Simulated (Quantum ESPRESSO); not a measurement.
## B2GeO2N2 (convergence and cost over cutoff and k mesh)

Computed values, not a measurement. The program is pw.x of Quantum ESPRESSO 7.5 (plane-wave density functional theory). The cell is made up: 7 atoms on a wurtzite lattice with one site empty, with randomly drawn elements, strain and displacements, not relaxed. PseudoDojo standard norm-conserving files (v0.5 for PBE, v0.4.1 for LDA and PBEsol) set the functional; there is no spin polarisation, spin-orbit coupling or dispersion term, and the masses in the input are unused placeholders.

Input of the run in row 4:

```
&control calculation='scf', pseudo_dir='./dojo.nc.sr.pbe.v0_5.standard.upf', outdir='./o', disk_io='medium', tprnfor=.true., tstress=.true. /
&system ibrav=0, nat=7, ntyp=4, nbnd=27, ecutwfc=84.00895049, nosym=.true., tot_charge=0,
 occupations='smearing', smearing='fd', degauss=0.0018374661
/
&electrons conv_thr=7.350e-09, electron_maxstep=60, /
ATOMIC_SPECIES
B 1.0 B.upf
Ge 1.0 Ge.upf
N 1.0 N.upf
O 1.0 O.upf
CELL_PARAMETERS angstrom
2.7659 0.0157 0.0105
0.0272 4.8809 -0.0231
0.0172 -0.0218 4.6106
ATOMIC_POSITIONS angstrom
B 0.0884 0.0731 0.1816
B 1.4827 0.7945 2.2672
Ge -0.0179 3.209 2.3876
O 0.025 -0.0076 1.7262
N 1.3437 2.3833 1.729
N 1.4057 0.9014 4.063
O 0.0558 3.3045 3.9383
K_POINTS automatic
6 4 4 1 1 1
```

The same cell was run at these settings. Meshes are shifted by half a step, and differences are from the last row, which is itself not exact.

| cutoff (eV) | k mesh | k points solved | threshold (eV) | free energy less the last row's (eV) | pressure (GPa) | largest stress difference (GPa) | largest force difference (eV/Å) | iterations | wall time (s) | k-point pools | processor |
| --- | --- | --- | --- | --- | --- | --- | --- | --- | --- | --- | --- |
| 800 | 2 x 2 x 2 | 4 | 1e-04 | 0.201 | -23.00 | 37.02 | 0.217 | 10 | 14 | 1 | AMD EPYC, Zen 5 class |
| 1143 | 1 x 1 x 1 | 1 | 1e-07 | -4.148 | -1.58 | 14.67 | 2.241 | 13 | 10 | 1 | AMD EPYC, Zen 5 class |
| 608 | 6 x 4 x 4 | 48 | 1e-07 | 19.846 | -249.34 | 256.38 | 0.648 | 13 | 62 | 1 | AMD EPYC, Zen 5 class |
| 1143 | 6 x 4 x 4 | 48 | 1e-07 | 0.000 | 5.57 | 0.06 | 0.008 | 13 | 139 | 1 | AMD EPYC, Zen 5 class |
| 1437 | 8 x 6 x 6 | 144 | 1e-07 | 0.000 | 5.59 | 0.00 | 0.000 | 13 | 855 | 1 | AMD EPYC, Zen 5 class |

Each pool is one process. Wall times include start-up and a band step at six k points, which weighs most on the coarsest meshes. The runs were on shared virtual cores whose load varied, so times are rough.